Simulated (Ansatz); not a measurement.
Relaxation of a generated trial cell of AlNi in the AFLOW prototype AB_oP8_62_c_c (B16, as in GeS); 8 atoms in the cell, which starts as Pnma (No. 62), oP8; a = 8.844 Å, b = 3.090 Å, c = 3.641 Å, α = β = γ = 90.00°. The numbers are results of r2SCAN (plane waves to 500 eV, PAW, scalar-relativistic; Ansatz, an electronic-structure program), not measurements. Γ-centred k-mesh 4×11×9 on the run's cell (coarser than for final values), Fermi–Dirac smearing 0.05 eV. This is the first round of the run. Spin-polarised start, with parallel moments on Ni.

The optimiser's lines from the output (shortened; P is positive under compression):

```
relax step   1: F+E_penalty+E_count = -25541.67855311 eV  Δ(F+E_penalty+E_count) = +0.000e0 eV  max|allowed force component| = 2.780e0 eV/Å  Δτ_max = 0.0000 Å  P = +16.921 GPa  Ω = 99.499 Å³  (21 SCF iters, dr2 threshold 1.00e-7 eV, accepted)
relax step   2: F+E_penalty+E_count = -25543.41961470 eV  Δ(F+E_penalty+E_count) = -1.741e0 eV  max|allowed force component| = 1.209e0 eV/Å  Δτ_max = 0.1734 Å  P = +7.728 GPa  Ω = 100.437 Å³  (15 SCF iters, dr2 threshold 8.00e-7 eV, accepted)
relax step   3: F+E_penalty+E_count = -25544.39477571 eV  Δ(F+E_penalty+E_count) = -9.752e-1 eV  max|allowed force component| = 5.753e-1 eV/Å  Δτ_max = 0.0902 Å  P = +2.960 GPa  Ω = 100.651 Å³  (15 SCF iters, dr2 threshold 8.00e-7 eV, accepted)
relax step   4: F+E_penalty+E_count = -25544.91058218 eV  Δ(F+E_penalty+E_count) = -5.158e-1 eV  max|allowed force component| = 2.392e-1 eV/Å  Δτ_max = 0.1393 Å  P = -1.075 GPa  Ω = 102.282 Å³  (15 SCF iters, dr2 threshold 8.00e-7 eV, accepted)
relax step   5: F+E_penalty+E_count = -25544.87607100 eV  Δ(F+E_penalty+E_count) = +3.451e-2 eV  max|allowed force component| = 5.627e-1 eV/Å  Δτ_max = 0.1293 Å  P = +4.137 GPa  Ω = 98.809 Å³  (16 SCF iters, dr2 threshold 8.00e-7 eV, rejected (line search))
relax step   6: F+E_penalty+E_count = -25545.07494201 eV  Δ(F+E_penalty+E_count) = -1.644e-1 eV  max|allowed force component| = 1.837e-1 eV/Å  Δτ_max = 0.0800 Å  P = +0.114 GPa  Ω = 101.162 Å³  (25 SCF iters, accepted)
relax step   7: F+E_penalty+E_count = -25545.13367044 eV  Δ(F+E_penalty+E_count) = -5.873e-2 eV  max|allowed force component| = 8.778e-2 eV/Å  Δτ_max = 0.0711 Å  P = -0.143 GPa  Ω = 101.608 Å³  (15 SCF iters, dr2 threshold 8.00e-7 eV, accepted)
relax step   8: F+E_penalty+E_count = -25545.16379303 eV  Δ(F+E_penalty+E_count) = -3.012e-2 eV  max|allowed force component| = 7.151e-1 eV/Å  Δτ_max = 0.1469 Å  P = +0.408 GPa  Ω = 101.786 Å³  (18 SCF iters, dr2 threshold 8.00e-7 eV, accepted)
relax step   9: F+E_penalty+E_count = -25545.64044157 eV  Δ(F+E_penalty+E_count) = -4.766e-1 eV  max|allowed force component| = 4.243e-1 eV/Å  Δτ_max = 0.2000 Å  P = +1.682 GPa  Ω = 99.473 Å³  (21 SCF iters, dr2 threshold 8.00e-7 eV, accepted)
relax step  10: F+E_penalty+E_count = -25545.61943653 eV  Δ(F+E_penalty+E_count) = +2.101e-2 eV  max|allowed force component| = 1.290e0 eV/Å  Δτ_max = 0.1975 Å  P = -2.284 GPa  Ω = 100.177 Å³  (25 SCF iters, dr2 threshold 8.00e-7 eV, rejected (line search))
relax step  11: F+E_penalty+E_count = -25545.91167714 eV  Δ(F+E_penalty+E_count) = -2.712e-1 eV  max|allowed force component| = 3.395e-1 eV/Å  Δτ_max = 0.0988 Å  P = +0.645 GPa  Ω = 99.003 Å³  (29 SCF iters, accepted)
relax step  12: F+E_penalty+E_count = -25546.14060061 eV  Δ(F+E_penalty+E_count) = -2.289e-1 eV  max|allowed force component| = 2.214e-1 eV/Å  Δτ_max = 0.0971 Å  P = -0.210 GPa  Ω = 98.405 Å³  (15 SCF iters, dr2 threshold 8.00e-7 eV, accepted)
relax step  13: F+E_penalty+E_count = -25546.32914400 eV  Δ(F+E_penalty+E_count) = -1.885e-1 eV  max|allowed force component| = 6.100e-2 eV/Å  Δτ_max = 0.1500 Å  P = +0.602 GPa  Ω = 97.199 Å³  (22 SCF iters, dr2 threshold 8.00e-7 eV, accepted)
relax step  14: F+E_penalty+E_count = -25546.32869640 eV  Δ(F+E_penalty+E_count) = +4.476e-4 eV  max|allowed force component| = 2.047e-2 eV/Å  Δτ_max = 0.0212 Å  P = -1.331 GPa  Ω = 98.504 Å³  (15 SCF iters, dr2 threshold 8.00e-7 eV, accepted)
relax step  15: F+E_penalty+E_count = -25546.33387938 eV  Δ(F+E_penalty+E_count) = -5.183e-3 eV  max|allowed force component| = 2.333e-2 eV/Å  Δτ_max = 0.0065 Å  P = +0.126 GPa  Ω = 97.588 Å³  (16 SCF iters, dr2 threshold 8.00e-7 eV, accepted)
relax step  16: F+E_penalty+E_count = -25546.33423512 eV  Δ(F+E_penalty+E_count) = -3.557e-4 eV  max|allowed force component| = 1.017e-3 eV/Å  Δτ_max = 0.0054 Å  P = +0.027 GPa  Ω = 97.630 Å³  (10 SCF iters, dr2 threshold 1.47e-7 eV, accepted)
relax step  17: F+E_penalty+E_count = -25546.33422820 eV  Δ(F+E_penalty+E_count) = +6.923e-6 eV  max|allowed force component| = 1.972e-3 eV/Å  Δτ_max = 0.0003 Å  P = -0.008 GPa  Ω = 97.650 Å³  (10 SCF iters, dr2 threshold 4.70e-9 eV, accepted)
relax step  18: F+E_penalty+E_count = -25546.33658840 eV  Δ(F+E_penalty+E_count) = -2.360e-3 eV  max|allowed force component| = 1.803e-3 eV/Å  Δτ_max = 0.0000 Å  P = -0.018 GPa  Ω = 97.650 Å³  stress off target by 4.69e-2 GPa  SCF on the basis re-selected at this cell (its energy is not comparable with the rows above)  (19 SCF iters)
relax step  19: F+E_penalty+E_count = -25546.33659896 eV  Δ(F+E_penalty+E_count) = -1.056e-5 eV  max|allowed force component| = 1.034e-3 eV/Å  Δτ_max = 0.0002 Å  P = -0.000 GPa  Ω = 97.636 Å³  (8 SCF iters, dr2 threshold 5.50e-9 eV, accepted)
relax step  20: F+E_penalty+E_count = -25546.33659615 eV  Δ(F+E_penalty+E_count) = +2.812e-6 eV  max|allowed force component| = 1.021e-3 eV/Å  Δτ_max = 0.0000 Å  P = -0.000 GPa  Ω = 97.636 Å³  stress off target by 7.63e-3 GPa  SCF on the basis re-selected at this cell (its energy is not comparable with the rows above)  (15 SCF iters)
```

From the first to the last row the energy changes by -0.58 eV/atom and the volume by -1.9 %. The last row is marked as not comparable with the walk above it, whose basis was carried along; it does compare with step 1, since both stand on a basis selected at the nominal cutoff for their own cell.

Steps 5, 10 were rejected by the optimiser.

Later rounds, restarted from the end of this one on a renewed k-mesh, logged 6 more steps and released under 0.01 eV/atom more. The final structure after all rounds: Pmmn, origin choice 1 (No. 59), oP4; a = 2.6947 Å, b = 3.5838 Å, c = 5.0549 Å, α = β = γ = 90.00°. Between re-selections the logged energies stand on a plane-wave basis carried along with the cell. No spin polarisation in the result: the starting moments vanished. A magnetic state may lie lower.

The run could not lose the symmetry of its start; a randomly shaken copy of 8 atoms returns to this structure.

The relaxed structure here is a generated cell of AlNi: the first start was made by placing the elements on the sites of a structure type, and the end was not matched to a known phase here, so it may be hypothetical. Known forms of AlNi include space group No. 221.
